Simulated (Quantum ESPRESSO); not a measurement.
# Computed records: ZnGa$_{3}$N$_{4}$ (made-up cell)

Computed with Quantum ESPRESSO 7.5. Calculation on a made-up crystal cell, not a measurement: periodic Kohn-Sham density functional theory in plane waves with PseudoDojo standard norm-conserving scalar-relativistic pseudopotentials, each functional with its own files (v0.5 for PBE, v0.4.1 for LDA and PBEsol), no spin polarisation, no spin-orbit coupling, atoms not relaxed, stress positive in tension, energies less a fixed whole-eV offset for each atom's element; levels are Kohn-Sham levels at fractions of this cell's reciprocal vectors, counted from the reference band (half the neutral cell's valence electrons, rounded up) at Gamma; error bars cover cutoff and k-mesh only, not smearing or the files; added strain carries the atoms with the cell, and shear is the tensor component; each bar is the largest change over components, and at least 0.002 eV, 0.002 eV per angstrom or 0.02 GPa; energies are for the whole cell, and the offsets were chosen from early runs and are not element reference energies.

### ZnGa$_{3}$N$_{4}$ (made-up cell)

```
CELL_PARAMETERS angstrom
3.11940 0.00060 0.01650
0.00110 5.54870 0.00810
0.02690 0.00760 5.17340
ATOMIC_POSITIONS crystal
Zn 0.01941 0.00990 0.00912
Ga 0.50635 0.50312 0.00102
Ga 0.49931 0.17571 0.53018
Ga 0.99348 0.67057 0.51691
N 0.98962 0.99832 0.37528
N 0.49906 0.49484 0.38233
N 0.50489 0.17180 0.87600
N 0.00621 0.66688 0.88075
```

```
lattice type             : wurtzite
functional               : pbe
cutoff                   : 1143 eV
fermi dirac smearing     : 0.1 eV
scf tolerance            : 1e-07 eV
electrons removed        : 0
k mesh                   : 8 x 6 x 6, shifted by half a step
free energy less offsets : -2.175 eV
smearing term minus ts   : -0.08232 eV
scf iterations           : 12
pressure                 : 12.26 GPa
stress xx                : -10.75 GPa
stress yy                : -6.784 GPa
stress zz                : -19.25 GPa
stress yz                : 2.165 GPa
stress xz                : 1.67 GPa
stress xy                : -0.7274 GPa
fermi level              : -0.7329 eV
reference band           : 40
error bar energy         : 0.003196 eV
error bar stress         : 0.03169 GPa
error bar force          : 0.004229 eV/Å
error bar next band up   : 0.002467 eV
error bar fermi level    : 0.002666 eV
error bars from          : tighter rerun of this cell
```

Atoms:
```tsv
atoms element	atom site	atom energy offset (eV)
Zn	1	-5687
Ga	2	-2080
Ga	3	-2080
Ga	4	-2080
N	5	-283
N	6	-283
N	7	-283
N	8	-283
```

Forces:
```tsv
site	x (eV/Å)	y (eV/Å)	z (eV/Å)
1	-0.6117	-0.676	0.1098
2	-0.1009	-0.143	0.8697
3	-0.1818	-0.849	-3.193
4	0.1539	0.163	-1.308
5	0.2855	0.1884	1.754
6	-0.1081	0.5223	-0.08048
7	0.5044	0.8022	1.525
8	0.0586	-0.007859	0.3233
```

Levels:
```tsv
level k point	next band up (eV)
Gamma	1.773
(1/2,1/2,1/2)	3.902
(0.15,0,0)	2.823
(0,0.15,0)	2.215
(0,0,0.15)	2.287
```
